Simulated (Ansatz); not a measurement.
Values for one crystal, relaxed and computed with the program Ansatz at the PBE level (PAW); other levels are named.

| Item | Result |
|---|---|
| Volume per atom | 12.77 Å³ |
| Electronic character | metallic (no gap) |
| Bulk modulus (Birch–Murnaghan fit) | 173 GPa |
| Pressure derivative B′ | 4.4 |
| Formation energy from the elements (no fitted shifts) | -0.48 eV/atom |
| Density of states at the Fermi level | 0.77 states/eV per atom (mean over ±0.08 eV) |

Task: Which compound is it?
A) VSi2, P6_222 (V on 3c, Si on 6i)
B) PbO2, rutile
C) HgTe, zinc blende
D) InSb, zinc blende

Result: A, VSi2, P6_222 (V on 3c, Si on 6i)

The cell was relaxed with PBE under the symmetry of its start. The workflow began spin-polarised and lost its moments. The references are the lowest solids computed at this level, not always the standard phases.

Potentials: the later of the program's two PAW sets.
